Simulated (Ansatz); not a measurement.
A relaxed cell of KMgH3 (Pm-3m (No. 221)), relaxed on a k-mesh at least as fine as the one used below. Method: r2SCAN (plane waves to 500 eV, PAW, scalar-relativistic; Ansatz, a first-principles code). Γ-centred k-mesh 6×6×3 on the run's cell (coarser than for final values), Fermi–Dirac smearing 0.05 eV.

```
CELL_PARAMETERS angstrom
      3.99181     0.00000     0.00000
      0.00000     3.99181     0.00000
      0.00000     0.00000     7.98362
ATOMIC_POSITIONS crystal
  K  0.50000 0.50000 0.25000
  K  0.50000 0.50000 0.75000
  Mg 0.00000 0.00000 0.00000
  Mg 0.00000 0.00000 0.50000
  H  0.00000 0.00000 0.25000
  H  0.00000 0.00000 0.75000
  H  0.50000 0.00000 0.00000
  H  0.50000 0.00000 0.50000
  H  0.00000 0.50000 0.00000
  H  0.00000 0.50000 0.50000
```

The atoms are displaced by (Å):

```json
[
 {"atom": "K1", "ux": "-0.014", "uy": "-0.013", "uz": "0.080"},
 {"atom": "K2", "ux": "0.145", "uy": "0.128", "uz": "-0.003"},
 {"atom": "Mg3", "ux": "0.105", "uy": "0.009", "uz": "-0.001"},
 {"atom": "Mg4", "ux": "-0.043", "uy": "0.096", "uz": "0.094"},
 {"atom": "H5", "ux": "0.099", "uy": "-0.083", "uz": "0.061"},
 {"atom": "H6", "ux": "-0.009", "uy": "-0.026", "uz": "-0.064"},
 {"atom": "H7", "ux": "0.059", "uy": "0.031", "uz": "-0.006"},
 {"atom": "H8", "ux": "-0.045", "uy": "0.037", "uz": "0.160"},
 {"atom": "H9", "ux": "-0.099", "uy": "0.035", "uz": "-0.045"},
 {"atom": "H10", "ux": "0.086", "uy": "-0.033", "uz": "-0.151"}
]
```

Question: What forces (eV/Å) and pressure result?

Answer: 
```
atom     Fx     Fy     Fz
----  -----  -----  -----
K1     0.13   0.06  -0.15
K2    -0.34  -0.27   0.05
Mg3   -0.32   0.09   0.13
Mg4    0.27  -0.43  -0.67
H5    -0.14   0.18  -0.19
H6     0.09   0.10   0.59
H7    -0.05   0.01  -0.02
H8     0.27   0.01  -0.19
H9     0.33  -0.12   0.05
H10   -0.24   0.38   0.40
```

Pressure +0.5 GPa.

Question: Estimate the energy cost of the displacement in the harmonic approximation and compare with the calculation.

Answer: For a harmonic well ΔE = −½ Σ F·u = 0.254 eV a cell, or 25 meV/atom. The calculated energy relative to the undisplaced cell is +25 meV/atom, so the harmonic estimate holds well.

No spin polarisation in the result.

The run that gave the undisplaced cell could not lose the symmetry of its start; a randomly shaken copy of 10 atoms returns to this structure.
